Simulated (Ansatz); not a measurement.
A: GaN (wurtzite), a = b = 3.219 Å, c = 5.244 Å, α = β = 90.00°, γ = 120.00°
B: TiAl (CuAu type, space group P4/mmm), a = b = 2.8241 Å, c = 4.0706 Å, α = β = γ = 90.00°
C: Ga$_{2}$O$_{3}$ (corundum), a = 5.058 Å, b = 5.058 Å, c = 13.624 Å, α = 90.00°, β = 90.00°, γ = 120.00°
D: CdS (wurtzite), a = 4.1966 Å, b = 4.1966 Å, c = 6.8302 Å, α = 90.00°, β = 90.00°, γ = 120.00°
E: Al2O3 (corundum), a = b = 4.8080 Å, c = 13.1216 Å, α = β = 90.00°, γ = 120.00°

Scan: energy against volume (even scaling of the relaxed cell, symmetry kept). One method and one kind of scan serve all of them; meshes and ranges differ. All were relaxed with their symmetry unable to fall. The PAW data are Ansatz's earlier set. TiAl is run without spin polarisation.

Question: Order them by bulk modulus at fixed cell shape (fitted) (lowest first) at the level PBE (plane waves to 420 eV, PAW, scalar-relativistic; Ansatz, a quantum-chemistry and plane-wave program).

Answer: D (53.1 GPa), B (113 GPa), A (172 GPa), C (200 GPa), E (230 GPa)

(Under strain, the slope of the energy per volume gives the stress and its curvature an elastic modulus.)
